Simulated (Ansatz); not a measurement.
Fe (bcc (W type), space group No. 229) under volume change, DFT-r²SCAN in the program Ansatz with PAW potentials, scaled uniformly.

```
V (Å³/atom)  E − E(relaxed) (meV/atom)  P (GPa)
-----------  -------------------------  -------
10.715                            63.3    19.50
11.069                            27.8    12.81
11.422                             6.9     6.27
11.775                             0.0     0.01
12.128                             6.2    -5.38
12.482                            22.7    -9.42
12.835                            47.0   -12.44
```

What does a third-order Birch–Murnaghan fit give for V₀, B₀ and B′?

V₀ = 11.79 Å³/atom, B₀ = 176 GPa, B′ = 3.6.

Space group Im-3m (bcc (W type)). Symmetry was held in the r²SCAN relaxation. Magnetic state: ferromagnetic, chosen from 4 collinear starts compared on coarse meshes (ties went to the first, and starts can fall back to one state), not a proven ground state. Textbook magnetic order: ferromagnetic. Other orbital occupations within this spin state were not tried.

Potentials: the later of the program's two PAW sets.
